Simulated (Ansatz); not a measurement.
FeNi:
```
CELL_PARAMETERS angstrom
      1.25571     0.72498     4.10003
     -1.25571     0.72498     4.10003
      0.00000    -1.44997     4.10003
ATOMIC_POSITIONS crystal
  Fe 0.00000 0.00000 0.00000
  Ni 0.50000 0.50000 0.50000
```
The run is spin-polarised; directions of the spins, atom by atom: ↑ ↑.

Relaxed with r²SCAN.

Q: Tabulate the valence density and the electron localisation function along the shortest Fe–Fe contact (2.51 Å), the program Ansatz at the r²SCAN level (PAW).

A: 

```csv
distance from Fe (Å),density (e/Å³),ELF
0.25,23.36,0.81
0.38,14.23,0.70
0.50,7.50,0.56
0.63,3.51,0.42
0.75,1.46,0.28
0.88,0.66,0.19
1.00,0.44,0.17
1.13,0.35,0.22
1.26,0.33,0.26
1.38,0.35,0.22
1.51,0.44,0.17
1.63,0.66,0.19
1.76,1.46,0.28
1.88,3.51,0.42
2.01,7.50,0.56
2.13,14.23,0.70
2.26,23.36,0.81
```

The density is the valence pseudo-density with augmentation charge, so density and ELF within about 1 Å of a nucleus are not all-electron values.

Space group R-3m. The workflow started from a Materials Project entry (that database holds measured and hypothetical structures alike); the Crystallography Open Database copy checked does not list it. COD files the formula under space group No. 123. With Fe and Ni taken as one species the cell has the higher symmetry Fm-3m, so it may be an ordered model of a mixed-site phase. Whether it is the stable phase at ambient conditions was not checked. The cell was relaxed with r²SCAN under the symmetry of its start; whether a distortion lowers the energy is not shown. Magnetic state: ferromagnetic, chosen from 5 collinear starts compared on coarse meshes (ties went to the first, and starts can fall back to one state), not a proven ground state. Other orbital occupations within this spin state were not tried.

Potentials: the later of the program's two PAW sets.
